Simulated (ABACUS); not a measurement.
Input and output of a self-consistent single point for Ti (P2_1/m, 2 atoms in the cell; from Materials Project mp-46, changed as shown) (ABACUS).

Method: LDA (PW92), PseudoDojo 0.4 standard norm-conserving LDA (tails mended) pseudopotentials (plane waves; ABACUS).

The change in words: lattice vector b scaled by 0.99. Reference geometry (P6_3/mmc):
```
Ti
1.0
    2.93573     0.00000     0.00000
   -1.46786     2.54242     0.00000
    0.00000     0.00000     4.64086
Ti
2
Cartesian
  0.00000   1.69495   1.16021
  1.46787   0.84747   3.48064
```

Reference input (self-consistent single point, DFT, LDA (PW92), plane waves, PseudoDojo 0.4 standard norm-conserving LDA (tails mended) pseudopotentials): KPT = Gamma 10 10 6 0 0 0; basis_type = pw; dft_functional = PWLDA; ecutwfc = 84 Ry; smearing_method = mv; smearing_sigma = 0.0199916 Ry; potentials = PseudoDojo 0.4 standard norm-conserving LDA (tails mended); symmetry = 1; symmetry_prec = 1e-05; ks_solver = cg; scf_nmax = 100; scf_thr = 1.0e-09 Ry. This run's input differs from it in these lines:

```diff
@@ -27,3 +27,3 @@
    5.5477256758    0.0000000000    0.0000000000
-  -2.7738628379    4.8044718246    0.0000000000
+  -2.7461235481    4.7564274276    0.0000000000
    0.0000000000    0.0000000000    8.7699543827
```

The program printed (abridged):

```
 SELF-CONSISTENT
 -------------------------------------------
                                 init_chg = atomic

 PW ALGORITHM --------------- ION=   1  ELEC=   1--------------------------------
 Notice: Threshold on eigenvalues was too large.

 Density error is 0.074202995569
                          Error Threshold = 0.000103514954726
 E_KohnSham     -237.3518844071      -3229.3380589742
 E_Fermi        1.0108781605         13.7537029664

 PW ALGORITHM --------------- ION=   1  ELEC=   2--------------------------------

 Density error is 0.0250350356088
                          Error Threshold = 0.000309179148204
   [... lines left out ...]

 Density error is 2.10582170352e-07
                          Error Threshold = 9.75859122651e-09
 E_KohnSham     -237.3794788289      -3229.7135003435
 E_Fermi        0.9759928313         13.2790637124

 PW ALGORITHM --------------- ION=   1  ELEC=   9--------------------------------

 Density error is 6.17133385685e-10
                          Error Threshold = 8.77425709801e-10
 E_KohnSham     -237.3794789050      -3229.7135013787
 E_KS(sigma->0) -237.3794238922      -3229.7127528908
 E_entropy(-TS) -0.0001100257        -0.0014969759
 E_Fermi        0.9760435142         13.2797532888
 charge density convergence is achieved
 final etot is -3229.7135014 eV
 EFERMI = 13.279753289 eV

 STATE ENERGY(eV) AND OCCUPATIONS    NSPIN == 1
   [... 19 lines left out ...]

 TOTAL-FORCE (eV/Angstrom)
                       Ti1        -0.0126770361        -0.0226884260         0.0000000000
                       Ti2         0.0126770361         0.0226884260         0.0000000000

 TOTAL-STRESS (KBAR)
       -74.3600891808        -3.3838679382         0.0000000000
        -3.3838679382       -62.7115825916         0.0000000000
         0.0000000000         0.0000000000       -77.1235773495
 TOTAL-PRESSURE: -71.398416 KBAR

 --------------------------------------------
 !FINAL_ETOT_IS -3229.7135013787437856 eV
 --------------------------------------------
```

The run converged in 9 iterations. Against the reference run the free energy drops by 7.6 meV/atom, the pressure goes from -8.14 to -7.14 GPa and the largest force goes from 0.000 to 0.026 eV/Å.

The structure comes from a collection of computed structures, made at another level of theory; the collection holds predicted forms beside known ones. No clean gap shows at this smearing width and mesh (spacing up to 0.25 Å⁻¹); the mesh is coarse for partly filled bands, so the values carry mesh errors.

Cost on one core: very roughly 9 core-minutes.

“Tails mended”: in these copies of the files the far tail of each local potential was reset to the Coulomb form.
